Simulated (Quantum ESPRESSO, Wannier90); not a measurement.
# Wannierisation of ZnSe (zinc blende)

```xyz
2
Lattice="0.0000 2.8324 2.8324 2.8324 0.0000 2.8324 2.8324 2.8324 0.0000" Properties=species:S:1:pos:R:3 pbc="T T T"
Zn     0.0000     0.0000     0.0000
Se     1.4162     1.4162     1.4162
```

Structure: Materials Project mp-1190, symmetrised, not relaxed again. COD (Crystallography Open Database) has the formula in 2 space groups, this one among them (matched by group alone). Computed values, not measurements, from PBEsol: Quantum ESPRESSO (norm-conserving PseudoDojo potentials, cutoff 69 Ry, no spin polarisation, no spin-orbit coupling) on a Γ-centred 10×10×10 mesh, then Wannier90. Density: 10×10×10 mesh, cold smearing 0.01 Ry. Spin-orbit coupling, left out, would split the p-like bands by a few tenths of an eV.

A tight-binding model is made by disentanglement and projection with no localisation steps (num_iter = 0), so the 8 orbitals stay atom-like: hydrogen-like Zn: s;p; Se: s;p, axes along x, y, z; frozen window up to 2.68 eV relative to the valence-band maximum. It follows pw.x to 1.6 meV rms for states up to 2.2 eV relative to the valence-band maximum. Matrix elements depend on this choice of orbitals and windows. Bands 11–15 (Zn 3d 95 %, Se 4p 4 %) lie between the kept ones and are excluded.

Question: What are the on-site energies relative to the valence-band maximum, and how fast do the hoppings decay?

Answer: 
```tsv
atom	orbitals	energy (eV)
Zn1	s	0.42
Zn1	pz px py	5.81
Se2	s	-10.54
Se2	pz px py	0.62
```

```csv
distance of the centres (Å),largest modulus (eV)
2–3,1.4
4–5,0.43
5–6,0.021
6–7,0.057
7–8,0.0086
8–9,0.021
9–10,0.0048
10–11,0.0053
11–12,0.0019
12–13,0.0024
```
